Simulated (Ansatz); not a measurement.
**Elastic constants of SbPd (P6_3/mmc) under pressure**

```
CELL_PARAMETERS angstrom
4.08904 0.00000 0.00000
-2.04452 3.54121 0.00000
0.00000 0.00000 5.57118
ATOMIC_POSITIONS crystal
Sb 0.33333 0.66667 0.25000
Sb 0.66667 0.33333 0.75000
Pd 0.00000 0.00000 0.00000
Pd 0.00000 0.00000 0.50000
```

This is the zero-pressure cell. At each pressure cell and atoms are relaxed in this structure, and the constants are slopes of the stress at strains of ±0.005 with relaxed ions (the coefficients that govern stability under load). Level: PBEsol, PAW on Ansatz 0.2.0's default frozen-core files (fitted under PBE), scalar-relativistic; k mesh 12×12×8, strains of ±0.005, Fermi-Dirac smearing of 0.080 eV, cutoff 420 eV. P is the pressure of the relaxed cell, less that of this one.

```tsv
P (GPa)	V/V₀	C11 (GPa)	C12 (GPa)	C13 (GPa)	C33 (GPa)	C44 (GPa)
0.00	1.0000	155.6	116.1	92.5	183.2	45.7
0.98	0.9921	160.6	121.6	96.7	190.1	47.6
2.01	0.9843	165.8	127.4	101.0	197.2	49.7
4.01	?	?	?	?	?	?
6.99	0.9508	189.9	154.9	121.6	230.7	59.2
9.99	0.9335	203.8	171.1	133.8	250.3	64.9
```

**Question.** Does the bulk modulus from the constants agree with the pressure-volume curve?

**Answer.** A third-order Birch-Murnaghan fit to the volumes shown (F against f, f = [(V₀/V)^(2/3) − 1]/2) gives B₀ = 121.8 GPa and B′ = 5.1. Its −V dP/dV stands beside the Reuss value 1/ΣS_ij (i, j ≤ 3):

```csv
P (GPa),from P(V),from the constants
0.00,121.8,121.8
0.98,126.7,126.8
2.01,131.9,131.9
6.99,156.3,156.3
9.99,170.6,170.6
```

**Question.** What are the pressure derivatives at zero pressure?

**Answer.** Slopes at V₀ of quadratic fits in −ln(V/V₀) through the first four rows shown, divided by B₀: dC11/dP = 5.2, dC12/dP = 5.7, dC13/dP = 4.3, dC33/dP = 7.1, dC44/dP = 2.0. The mean slopes up to 2.0 GPa are 5.1, 5.7, 4.3, 7.0, 2.0; curvature and scatter of the constants part the two.

**Question.** Fill the row at 4.01 GPa.

**Answer.** Cubic fits in −ln(V/V₀) through all rows shown give C11 = 175.6, C12 = 138.6, C13 = 109.4, C33 = 210.8, C44 = 53.5 GPa. Computed: V/V₀ = 0.9700, C11 (GPa) = 175.6, C12 (GPa) = 138.6, C13 (GPa) = 109.4, C33 (GPa) = 210.8, C44 (GPa) = 53.5.

**Question.** Does a shear stiffness soften?

**Answer.** C44 goes from 45.7 to 64.9 GPa; (C11 − C12)/2 goes from 19.8 to 16.3 GPa. (C11 − C12)/2 softens under pressure, though the lattice stays mechanically stable over this range.

Known limits: no other phase was computed; many crystals of this kind change structure within this range, and rows or crossings beyond such a change describe a metastable lattice; frozen-core PAW files fitted under PBE, their cores solved anew for the functional of the run; responses of metals move with mesh and smearing; the softest shear constant rests on one k mesh, and a soft shear can herald a distortion on cooling; elastic stability says nothing of phonons or of other phases; phonons weren't checked at these pressures.
